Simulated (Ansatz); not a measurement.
# 6 guesses for ScSiS3 and where they end

Level of theory: Ansatz, DFT PBE, scalar-relativistic, plane waves, PAW. All cells share a 420 eV cutoff and Γ-centred k meshes spaced at most about 0.3 Å⁻¹ (about 0.25 or finer for metals, 2π included). Collinear spin in cells that started with moments and kept them past the coarse steps, no spin elsewhere.

Each guess was relaxed in cell and atoms at zero pressure, within the symmetry of its start. All energies are static (0 K, no zero-point motion). Coordination counts S atoms around Sc and Si (those within 1.25 times the shortest such distance or 1.15 times the sum of covalent radii; the shortest distance is added where it is long for a bond).

| guess | made from | start group | V start (Å³/atom) | end group | V end (Å³/atom) | coordination at the end | gap on mesh (eV) | E over the lowest end (meV/atom) |
| --- | --- | --- | --- | --- | --- | --- | --- | --- |
| 1 | random cell | P4/mmm | 24.8 | ? | ? | ? | ? | ? |
| 2 | random cell | P3m1 | 24.4 | P3m1 | 44.7 | Sc 3, Si 3 | 0 | 377 |
| 3 | random cell | P4/mmm | 21.1 | P4/mmm | 25.4 | Sc 6, Si 4 | 0 | 369 |
| 4 | CeBRh3 type | Pm-3m | 19.8 | Pm-3m (cubic perovskite) | 18.5 | Sc 12, Si 6 | 0 | 387 |
| 5 | random cell | Pm-3m | 13.0 | Pm-3m (cubic perovskite) | 23.3 | Sc 6, Si 12 from 3.5 Å | 0 | 711 |
| 6 | RbSeBr3 type | P4mm | 19.9 | P4mm | 21.2 | Sc 4, Si 5 | 0 | 0 |

Guess 1 as it starts:

```cif
data_structure
_symmetry_space_group_name_H-M 'P 1'
_symmetry_Int_Tables_number 1
_cell_length_a 3.8871
_cell_length_b 3.8871
_cell_length_c 8.2217
_cell_angle_alpha 90.000
_cell_angle_beta 90.000
_cell_angle_gamma 90.000
_cell_volume 124.23
loop_
_atom_site_label
_atom_site_type_symbol
_atom_site_fract_x
_atom_site_fract_y
_atom_site_fract_z
_atom_site_occupancy
Sc1 Sc 0.50000 0.50000 0.50000 1
Si1 Si 0.00000 0.00000 0.50000 1
S1 S 0.00000 0.00000 0.00000 1
S2 S 0.50000 0.50000 0.73615 1
S3 S 0.50000 0.50000 0.26385 1
```

Question: Fill in the missing row: what does this guess relax into, and where does it rank?

Answer: It ends in space group P4/mmm (No. 123), with a = 3.691 Å, c = 7.637 Å, 20.8 Å³/atom and no gap. It lies 1.42 eV/atom over the lowest end, above guess 5 and so the highest of the set. The shortest distance is 2.45 Å (Sc–S) in this end and 2.13 Å (Si–S) in the lowest (guess 6).

```cif
data_structure
_symmetry_space_group_name_H-M 'P4/mmm'
_symmetry_Int_Tables_number 123
_cell_length_a 3.6912
_cell_length_b 3.6912
_cell_length_c 7.6368
_cell_angle_alpha 90.000
_cell_angle_beta 90.000
_cell_angle_gamma 90.000
_cell_volume 104.05
loop_
_atom_site_label
_atom_site_type_symbol
_atom_site_symmetry_multiplicity
_atom_site_Wyckoff_symbol
_atom_site_fract_x
_atom_site_fract_y
_atom_site_fract_z
_atom_site_occupancy
Sc1 Sc 1 d 0.50000 0.50000 0.50000 1
Si1 Si 1 b 0.00000 0.00000 0.50000 1
S1 S 1 a 0.00000 0.00000 0.00000 1
S2 S 2 h 0.50000 0.50000 0.82096 1
```

Formation energies are uncorrected and refer to the elements' standard structures at the same level.

Question: Is the lowest end bound against the elements?

Answer: Yes: its formation energy is −0.87 eV/atom. It lies below the elements, which doesn't yet make it stable against other compounds or structures.

For metals, differences of a few meV/atom aren't resolved. No dispersion correction is applied, so the spacing and binding between layers, chains or molecules are poorly described (P3m1, P4/mmm at 20.8 Å³/atom), and this can change margins and order among such cells. In P4mm, P3m1, Pm-3m at 18.5 Å³/atom, Pm-3m at 23.3 Å³/atom, P4/mmm at 20.8 Å³/atom an odd number of electrons in the primitive cell allows no gap without spin; a larger cell or a magnetic state could open one. The reference form of S is held partly by dispersion forces, which this level lacks. Cells relaxed within their symmetry can be saddle points. A lower structure may well exist outside this small set. Some types were kept out of the candidates beforehand, so the set may lack a known form.
